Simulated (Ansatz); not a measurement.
SiO2:
```cif
data_O2Si
_chemical_formula_sum 'Si1 O2'
_space_group_name_H-M_alt 'P 1'
_space_group_IT_number 1
_cell_length_a 2.68653
_cell_length_b 2.68653
_cell_length_c 4.59965
_cell_angle_alpha 90.000
_cell_angle_beta 90.000
_cell_angle_gamma 120.000
loop_
_space_group_symop_operation_xyz
  'x, y, z'
loop_
_atom_site_label
_atom_site_type_symbol
_atom_site_fract_x
_atom_site_fract_y
_atom_site_fract_z
_atom_site_occupancy
Si1 Si 0.00000 0.00000 0.00000 1
O1 O 0.33333 0.66667 0.19906 1
O2 O 0.66667 0.33333 0.80094 1
```

Relaxed with PBE+D3(BJ).

Decompose the optical modes at the zone centre into irreducible representations, and say which are infrared and Raman allowed.

Point group -3m: Γ_opt = A1g + A2u + Eg + Eu. Infrared: A2u, Eu. Raman: A1g, Eg.

Assign frequencies (DFPT, PBE+D3(BJ) (plane waves, PAW; program Ansatz); without the LO–TO term).

Eg 539, Eu 556, A1g 693, A2u 837 cm⁻¹.

Space group P-3m1 (CdI2 type). A made-up cell: these elements were put on the sites of a structure type; neither database checked (COD, Materials Project) lists it. It is not the phase usual at ambient conditions (space group No. 92, 152, 154). The PBE+D3(BJ) relaxation kept the symmetry of its start; phonons on a q-mesh show no instability.

Potentials: the later of the program's two PAW sets.
